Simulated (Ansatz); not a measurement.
A geometry of YN away from equilibrium: step 20 of the relaxation of a relaxed YN cell displaced along its unstable phonon at q = (½, 0, 0) of its primitive reciprocal cell (343i cm⁻¹), largest move 0.15 Å. Method: r2SCAN (plane waves to 500 eV, PAW, scalar-relativistic; Ansatz, a program for electronic structure). Γ-centred k-mesh 5×9×9 on the run's cell (coarser than for final values), Fermi–Dirac smearing 0.05 eV.

```xyz
8
Lattice="-0.0001 4.9849 4.9841 3.3862 -1.6472 4.1392 2.0453 2.7987 -0.3063" Properties=species:S:1:pos:R:3:forces:R:3 pbc="T T T" free_energy=-16993.163 pressure_GPa=9.7
N      1.7005     1.8547     0.6378    0.0020    0.0007   -0.0013
N      2.3709     2.1243     5.3526    0.0021    0.0006   -0.0014
N     -1.0131     1.2792    -1.2793   -0.0021   -0.0006    0.0014
N      3.0435    -0.0985     7.5747   -0.0020   -0.0007    0.0013
Y      2.0364     1.9896     2.9950    0.0014   -0.0001   -0.0003
Y      2.0371     4.4821     5.4868   -0.0012   -0.0001    0.0005
Y      4.7529     2.5654     4.9112   -0.0014    0.0001    0.0003
Y      4.7521     5.0577     7.4035    0.0012    0.0001   -0.0005
```

Positions in Å, forces in eV/Å, free energy of the cell in eV (comparable only within this code, potentials and settings). Largest force: all forces are below 0.005 eV/Å; the geometry lies 0.09 eV/atom above the end of its relaxation.

No spin polarisation in the result.

The run could not lose the symmetry of its start.

Of the parent cell (Fd-3m (No. 227)): it is a generated cell of YN: the first start was made by placing the elements on the sites of a structure type, and the end was not matched to a known phase here, so it may be hypothetical. Known forms of YN include space group No. 225.
